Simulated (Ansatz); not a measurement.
**Compressing TiO: a fit and a missing row**

TiO, P-6m2, a = 2.789 Å, c = 2.794 Å. This isn't the usual stable structure of the compound. Ansatz: PBEsol, PAW, 420 eV, Γ-centred 18×18×16 mesh on 2 atoms, Gaussian smearing 0.10 eV; no spin polarisation. Shape and atoms are relaxed at each volume; pressure is positive in compression.

```
V (Å³/atom) P (GPa)
      8.281    43.25
      8.563        ?
      8.846    18.13
      9.128     8.33
      9.410    -0.02
      9.693    -7.13
      9.975   -13.19
     10.351   -19.87
```

Q: Take V0 = 9.410 Å³/atom, count pressures from its P0 = -0.02 GPa, fit the third-order Birch–Murnaghan form to the other rows, and predict the missing pressure.

A: With the Eulerian strain f = ½[(V0/V)^(2/3) − 1] and y = (P − P0)/[3f(1 + 2f)^(5/2)], the form is the line y = B0 + 1.5 B0 (B0′ − 4) f. Rows (f, y): 0.04447, 262.1; 0.02103, 259.5; 0.01025, 258.1; -0.00978, 254.6; -0.01906, 253.8; -0.03078, 252.0. Means f = 0.002688, y = 256.68; Σ(Δf)² = 0.003888, ΣΔfΔy = 0.5341; the slope is their ratio. y = 256.3 + 137.4 f GPa, so B0 = 256.3 GPa and B0′ = 4 + 2 × (137.4)/(3 × 256.3) = 4.36. At V = 8.563, f = 0.03245, y = 260.76 and P = 29.69 GPa. The run gave 29.67 GPa, so the fit is 0.02 GPa too high, within the rms miss on the fitted rows (0.02 GPa).

Spin polarisation was left out, and a magnetic state may lie lower.